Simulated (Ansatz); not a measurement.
Problem. VBiO4 in space group I4_1/a (No. 88; V on 4a, Bi on 4b, O on 16f) is relaxed with plane-wave PAW r²SCAN (Ansatz code). What lattice parameters of the conventional cell result?

Solution. a = 5.121 Å, c = 11.620 Å.

Problem. Give the free coordinates with the occupied sites.

Solution. In one choice of origin and axes:

```csv
atom,site,symmetry,x,y,z
V,4a,-4..,0.0000,0.0000,0.0000
Bi,4b,-4..,0.0000,0.0000,0.5000
O,16f,1,0.2490,0.1391,0.0788
```

Problem. Is it a metal or does it have a gap at this level?

Solution. A gap of 2.42 eV, indirect.

Symmetry was held in the r²SCAN relaxation. No spin polarisation was allowed. No Hubbard U is applied. Scalar-relativistic: spin–orbit coupling is off unless named, which matters more the heavier the elements.

Potentials: the later of the program's two PAW sets.
